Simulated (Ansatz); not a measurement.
A: Li$_{2}$O (anti-fluorite), a = b = c = 4.573 Å, α = β = γ = 90.00°
B: HgTe (zinc blende), a = 6.5728 Å, b = 6.5728 Å, c = 6.5728 Å, α = 90.00°, β = 90.00°, γ = 90.00°
C: CaSe (rock salt), a = 5.935 Å, b = 5.935 Å, c = 5.935 Å, α = 90.00°, β = 90.00°, γ = 90.00°
D: KCl (rock salt), a = b = c = 6.2923 Å, α = β = γ = 90.00°
E: InSb (zinc blende), a = 6.556 Å, b = 6.556 Å, c = 6.556 Å, α = 90.00°, β = 90.00°, γ = 90.00°

Scan: energy over volume and axial ratio (atoms clamped). One method and one kind of scan serve all of them; meshes and ranges differ. All were relaxed with their symmetry unable to fall. At this level the bands of HgTe touch or barely overlap. At this level the bands of InSb touch or barely overlap; measurements give the solid a gap. Spin-orbit coupling is left out.

Order them by shear modulus C′ = (C11 − C12)/2 (fitted) (highest first) at the level r2SCAN (plane waves to 500 eV, PAW, scalar-relativistic; Ansatz, a program for electronic structure).

A (99 GPa), C (48 GPa), D (20 GPa), E (15 GPa), B (8 GPa)

(Under strain, the slope of the energy per volume gives the stress and its curvature an elastic modulus.)
